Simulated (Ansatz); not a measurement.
A distorted cell of Al2Au (fluorite type, space group Fm-3m):

```
Al2Au
1.0
    0.00000     6.05991     6.05991
    3.02996     0.00000     3.02996
    3.02996     3.02996     0.00000
Al Au
4 2
Direct
  0.12500   0.22725   0.26469
  0.62500   0.27275   0.23531
  0.37500   0.77275   0.73531
  0.87500   0.72725   0.76469
  0.00000   0.96811   0.02059
  0.50000   0.03189   0.97941
```

Method: PBE (plane waves to 420 eV, PAW, scalar-relativistic; Ansatz, a first-principles code). k mesh 13×13×13 (Γ-centred), Fermi-Dirac smearing 0.05 eV. Stress and pressure are positive under compression. With partly filled bands, energies and forces of such displacements shift with the k mesh and the smearing. Al2Au was relaxed with its symmetry unable to fall. Spin-orbit coupling is left out, though Au is heavy.

**Question.** What forces act on the atoms (eV/Å, Cartesian)?

**Answer.** 
```
atom      Fx      Fy      Fz
----  ------  ------  ------
Al1   -0.003  -0.016  -0.005
Al2   -0.015   0.009  -0.053
Al3    0.003   0.016   0.005
Al4    0.015  -0.009   0.053
Au5    0.078  -0.143   0.224
Au6   -0.078   0.143  -0.224
```

(A displaced cell: forces are minus the slopes of the energy, force constants its curvatures, and phonons follow from these.)
